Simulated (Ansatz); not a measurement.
**Cd4SeS3 (P-4m2) at 2 levels of theory**

One geometry, relaxed with PBE; plane waves with PAW potentials in Ansatz, scalar-relativistic. No spin polarisation. Gaps are the least over mesh and band path; pressure is positive in compression.

```
CELL_PARAMETERS angstrom
4.24184 0.00000 0.00000
0.00000 4.24184 0.00000
0.00000 0.00000 11.96146
ATOMIC_POSITIONS crystal
Cd 0.50000 0.00000 0.62161
Cd 0.00000 0.50000 0.86557
Cd 0.50000 0.00000 0.13443
Cd 0.00000 0.50000 0.37839
Se 0.00000 0.00000 0.00000
S 0.50000 0.50000 0.25656
S 0.00000 0.00000 0.50000
S 0.50000 0.50000 0.74344
```

| level | cutoff (eV) | k mesh | gap (eV) | pressure (GPa) |
| --- | --- | --- | --- | --- |
| PBE | 420 | 6×6×4 | 0.84 | 0.0 |

What comes out on the same cell with r2SCAN?

| level | cutoff (eV) | k mesh | gap (eV) | pressure (GPa) |
| --- | --- | --- | --- | --- |
| r2SCAN | 500 | 6×6×4 | 1.29 | -1.4 |

The structure comes from a generated guess; another structure or a mixture of phases may lie lower.
